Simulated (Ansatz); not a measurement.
The relaxed structure here is a generated cell of Nb: the first start was made by placing the elements on the sites of a structure type, and the end was not matched to a known phase here, so it may be hypothetical. Known forms of Nb include space group No. 229.

The end point of a relaxation of Nb. These are r2SCAN (plane waves to 500 eV, PAW, scalar-relativistic; Ansatz, a first-principles code) values and carry that method's errors.

```cif
data_Nb3
_chemical_formula_sum 'Nb3'
_space_group_name_H-M_alt 'P 1'
_space_group_IT_number 1
_cell_length_a 5.43832
_cell_length_b 5.43832
_cell_length_c 2.65832
_cell_angle_alpha 90.000
_cell_angle_beta 90.000
_cell_angle_gamma 120.000
loop_
_space_group_symop_operation_xyz
  'x, y, z'
loop_
_atom_site_label
_atom_site_type_symbol
_atom_site_fract_x
_atom_site_fract_y
_atom_site_fract_z
_atom_site_occupancy
Nb1 Nb 0.50000 0.00000 0.50000 1
Nb2 Nb 0.50000 0.50000 0.50000 1
Nb3 Nb 0.00000 0.50000 0.50000 1
```

Task: Find the space group and the Wyckoff positions (tolerance 0.01 Å).

Result: Space group P6/mmm (No. 191); a = b = 5.438 Å, c = 2.658 Å, α = β = 90.00°, γ = 120.00°

```json
[
 {"atom": "Nb", "site": "3g", "symmetry": "mmm", "x": "0.5000", "y": "0.5000", "z": "0.5000"}
]
```

Task: Give the shortest distances between elements (the closest pairs, up to four, under 3.6 Å).

Result: Nb–Nb 2.66 Å.

```yaml
volume_per_atom: 22.70 Å³
band_gap: no gap (metallic)
```

No spin polarisation in the result.

The run could not lose the symmetry of its start, so the end can be a saddle point.
